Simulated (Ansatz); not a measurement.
CuPd:
Space group Cmmm (No. 65); a = 2.8923 Å, b = 4.4109 Å, c = 4.2264 Å, α = β = γ = 90.00°

| atom | site | symmetry | x | y | z |
|---|---|---|---|---|---|
| Cu | 2a | mmm | 0.0000 | 0.0000 | 0.0000 |
| Pd | 2c | mmm | 0.0000 | 0.5000 | 0.5000 |
(The calculation used a cell of 2 atoms; values per cell refer to that cell.)

Relaxed at zero pressure with plane-wave PAW r²SCAN (Ansatz code).

Task: The volume is lowered by 6 % and shape and atoms relax at that volume. What pressure results, and how do the axes share the change?

Result: 12.2 GPa; a -1.4 %, b -2.4 %, c -2.3 %; the energy rises by 29 meV/atom.

Task: Give the new structure.

Result: 
Space group Cmmm (No. 65); a = 2.852 Å, b = 4.305 Å, c = 4.129 Å, α = β = γ = 90.00°

```csv
atom,site,symmetry,x,y,z
Cu,2a,mmm,0.0000,0.0000,0.0000
Pd,2c,mmm,0.0000,0.5000,0.5000
```

The phase is kept; no other phase was compared at this pressure.

The workflow started from a Materials Project entry (that database holds measured and hypothetical structures alike); the Crystallography Open Database copy checked does not list it. COD files the formula under space group No. 221. With Cu and Pd taken as one species the cell has the higher symmetry Im-3m, so it may be an ordered model of a mixed-site phase. Whether it is the stable phase at ambient conditions was not checked. Symmetry was held in the r²SCAN relaxation. At this level the phase is dynamically unstable (imaginary phonons). The run is not spin-polarised. Axis ratios of metals converge slowly with the k-mesh, so a and c are less sure than the volume.

Potentials: the later of the program's two PAW sets.
